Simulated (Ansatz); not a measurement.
A trial form of VIrC₄N₄

The calculation used DFT PBE, scalar-relativistic, plane waves, PAW in Ansatz 0.2.0. Cutoff 420 eV, Gaussian smearing, Γ-centred meshes. Cell and atoms relax first on a coarse mesh and then on a finer one. In between, the cell is made exact in the group found at 0.06 Å. In metals the finer mesh still leaves noise of several meV/atom or more. The steps can't lower the symmetry of their start, moments included. Collinear spin, starting moments -2 1 0 0 0 0 0 0 0 0 μB in the order of the atoms.

The cell of VIrC₄N₄ is invented: two interpenetrating cyanide-bridged diamond nets (P-43m, No. 215). The dimensions are guesses.

```
V Ir C N
1.0
     5.88262    0.00000    0.00000
     0.00000    5.88262    0.00000
     0.00000    0.00000    5.88262
V Ir C N
1 1 4 4
Direct
  0.00000 0.00000 0.00000
  0.50000 0.50000 0.50000
  0.18814 0.18814 0.18814
  0.18814 0.81186 0.81186
  0.81186 0.18814 0.81186
  0.81186 0.81186 0.18814
  0.30297 0.30297 0.30297
  0.30297 0.69703 0.69703
  0.69703 0.30297 0.69703
  0.69703 0.69703 0.30297
```

Formation energies are uncorrected and refer to the elements' standard structures at the same level (N₂ as a molecule).

Problem. Where does the relaxation end?

Solution. The symmetry stays P-43m (No. 215). The volume per atom grows by 0.6 %, from 20.4 to 20.5 Å³. The shortest distance goes from 1.17 Å (C–N) to 1.19 Å (C–N). Conventional cell: a = 5.895 Å. V has 4 C at 1.97 Å; around Ir lie 4 N at 1.95 Å; C has 1 N at 1.19 Å and 1 V at 1.97 Å; N is surrounded by 1 C at 1.19 Å and 1 Ir at 1.95 Å.

```yaml
crystal:
  lattice:
    - [5.89485, 0.00000, 0.00000]
    - [0.00000, 5.89485, 0.00000]
    - [0.00000, 0.00000, 5.89485]
  atoms:
    - { symbol: V, position: [0.00000, 0.00000, 0.00000] }
    - { symbol: Ir, position: [0.50000, 0.50000, 0.50000] }
    - { symbol: C, position: [0.19277, 0.19277, 0.19277] }
    - { symbol: C, position: [0.19277, 0.80723, 0.80723] }
    - { symbol: C, position: [0.80723, 0.19277, 0.80723] }
    - { symbol: C, position: [0.80723, 0.80723, 0.19277] }
    - { symbol: N, position: [0.30925, 0.30925, 0.30925] }
    - { symbol: N, position: [0.30925, 0.69075, 0.69075] }
    - { symbol: N, position: [0.69075, 0.30925, 0.69075] }
    - { symbol: N, position: [0.69075, 0.69075, 0.30925] }
```

Problem. How does it come out in energy, and is it a metal?

Solution.

| Quantity | Value |
| --- | --- |
| Energy over the elements | +0.69 eV/atom |
| Gap on the 6×6×6 mesh of the 10-atom cell | 0 eV (a metal) |
| Net moment per atom | 0.00 μB |
| Moment by site | V -0.9; Ir 0.6 μB |

It can't be a ground state, since the elements alone are lower.

The last run used collinear spin and Gaussian smearing of 0.10 eV. Spin–orbit coupling, which can matter for Ir, is left out. The reference form of C is held partly by dispersion forces, which this level lacks. The magnetic state reached may not be the lowest. A structure relaxed within its symmetry needn't be a true minimum. In all, the 3 runs took 12 min on 1 thread of Arm Neoverse N1, with other jobs on the host. Site moments count only spheres around the atoms; the net moment includes the space between them.
